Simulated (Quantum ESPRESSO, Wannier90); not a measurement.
# Wannierisation of SiNi₃ (Cu3Au type)

Structure: Materials Project mp-828, symmetrised, not relaxed again. COD (Crystallography Open Database) has an entry of this formula and space group (matched by these alone). Level: PBEsol, no spin polarisation, no spin-orbit coupling; pw.x of Quantum ESPRESSO at 79 Ry with PseudoDojo potentials, 6×6×6 k-points, Wannier90. Density: 10×10×10 mesh, cold smearing 0.01 Ry. A non-magnetic state is assumed; magnetic ones were not tried.

```
begin unit_cell_cart
ang
    3.4637400000    0.0000000000    0.0000000000
    0.0000000000    3.4637400000    0.0000000000
    0.0000000000    0.0000000000    3.4637400000
end unit_cell_cart
mp_grid = 6 6 6
```

**Question.** Which shells of neighbouring k-points and which b-vectors and weights does Wannier90 pick for this cell and mesh?

**Answer.** 
```
 *---------------------------------- K-MESH ----------------------------------*
 +----------------------------------------------------------------------------+
 |                    Distance to Nearest-Neighbour Shells                    |
 |                    ------------------------------------                    |
 |          Shell             Distance (Ang^-1)          Multiplicity         |
 |          -----             -----------------          ------------         |
 |             1                   0.302331                      6            |
 |             2                   0.427561                     12            |
 |             3                   0.523653                      8            |
 |             4                   0.604663                      6            |
 |             5                   0.676034                     24            |
 |             6                   0.740558                     24            |
 |             7                   0.855122                     12            |
 |             8                   0.906994                     30            |
       ... (lines left out)
 +----------------------------------------------------------------------------+
 | The b-vectors are chosen automatically                                     |
 | The following shells are used:                       1                     |
 +----------------------------------------------------------------------------+
 |                        Shell   # Nearest-Neighbours                        |
 |                        -----   --------------------                        |
 |                          1               6                                 |
 +----------------------------------------------------------------------------+
 | Completeness relation is fully satisfied [Eq. (B1), PRB 56, 12847 (1997)]  |
 +----------------------------------------------------------------------------+
 |                  b_k Vectors (Ang^-1) and Weights (Ang^2)                  |
 |                  ----------------------------------------                  |
 |            No.         b_k(x)      b_k(y)      b_k(z)        w_b           |
 |            ---        --------------------------------     --------        |
 |             1         0.000000    0.000000    0.302331     5.470202        |
 |             2         0.000000    0.302331    0.000000     5.470202        |
 |             3         0.302331    0.000000    0.000000     5.470202        |
 |             4         0.000000    0.000000   -0.302331     5.470202        |
 |             5         0.000000   -0.302331    0.000000     5.470202        |
 |             6        -0.302331    0.000000    0.000000     5.470202        |
```
